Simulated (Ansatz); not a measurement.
RbSc5Te8:
Space group C2/m (No. 12); a = 21.5055 Å, b = 4.1796 Å, c = 10.3404 Å, α = 90.00°, β = 104.51°, γ = 90.00°

| atom | site | symmetry | x | y | z |
|---|---|---|---|---|---|
| Rb | 2a | 2/m | 0.0000 | 0.0000 | 0.0000 |
| Sc | 4i | m | 0.2946 | 0.5000 | 0.1562 |
| Sc | 2d | 2/m | 0.0000 | 0.5000 | 0.5000 |
| Sc | 4i | m | 0.1559 | 0.0000 | 0.4761 |
| Te | 4i | m | 0.0754 | 0.0000 | 0.6633 |
| Te | 4i | m | 0.0843 | 0.5000 | 0.3159 |
| Te | 4i | m | 0.3350 | 0.0000 | 0.0042 |
| Te | 4i | m | 0.2623 | 0.0000 | 0.3422 |
(The calculation used a cell of 14 atoms; values per cell refer to that cell.)

Relaxed with r²SCAN.

Task: Tabulate the valence density and the electron localisation function along the shortest Sc–Te contact (2.86 Å), r²SCAN in the plane-wave PAW code Ansatz.

Result: 

```tsv
distance from Sc (Å)	density (e/Å³)	ELF
0.29	6.84	0.36
0.43	5.53	0.66
0.57	3.62	0.77
0.72	1.90	0.73
0.86	0.86	0.50
1.00	0.42	0.24
1.15	0.30	0.21
1.29	0.28	0.42
1.43	0.32	0.67
1.58	0.40	0.75
1.72	0.51	0.69
1.86	0.66	0.58
2.00	0.94	0.48
2.15	1.98	0.35
2.29	4.53	0.17
2.43	8.49	0.05
2.58	12.86	0.01
```

The density is the valence pseudo-density with augmentation charge, so density and ELF within about 1 Å of a nucleus are not all-electron values.

The workflow started from a Materials Project entry (that database holds measured and hypothetical structures alike); the Crystallography Open Database copy checked does not list it. Whether it is the stable phase at ambient conditions was not checked. The r²SCAN relaxation kept the symmetry of its start; whether a distortion lowers the energy is not shown. No spin polarisation was allowed. Spin–orbit coupling is left out wherever it is not named.

Potentials: the later of the program's two PAW sets.
